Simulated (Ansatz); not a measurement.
Below is a relaxed structure of Be2NiH. The cell was found from a structure generator's guess, not taken from experiment.

All numbers below come from DFT PBE, scalar-relativistic, plane waves, PAW in Ansatz. Cutoff 420 eV, Γ-centred mesh, Gaussian smearing, no spin polarisation.

```
Be Ni H
1.0
     3.58620    0.00000    0.00000
     0.00000    3.58620    0.00000
     0.00000    0.00000    2.54048
Be Ni H
2 1 1
Direct
  0.00000 0.50000 0.50000
  0.50000 0.00000 0.50000
  0.00000 0.00000 0.00000
  0.50000 0.50000 0.50000
```

Energies over the elements count from the elements' standard structures at the same level (H₂ as a molecule), with no fitted energy shifts.

Problem. What space group does it have?

Solution. P4/mmm (No. 123). Conventional cell: a = 3.586 Å, c = 2.540 Å. Around Be lie 2 H at 1.79 Å and 4 Ni at 2.20 Å; Ni is surrounded by 8 Be at 2.20 Å and 2 Ni at 2.54 Å; H is surrounded by 4 Be at 1.79 Å.

Problem. What is its formation energy per atom?

Solution. +0.14 eV/atom. The separate elements lie lower, so it is unstable against them.

Problem. Is it a metal?

Solution. Yes, bands cross the Fermi level on the 14×14×18 mesh.

The last run used a 14×14×18 mesh (in the run's order of axes) for its 4-atom cell and Gaussian smearing of 0.10 eV. With hydrogen, zero-point motion can shift formation energies by some tens of meV/atom. Trial moments died out on the coarse mesh, so the last step has no spin; another magnetic start might hold. A structure relaxed within its symmetry needn't be a true minimum.
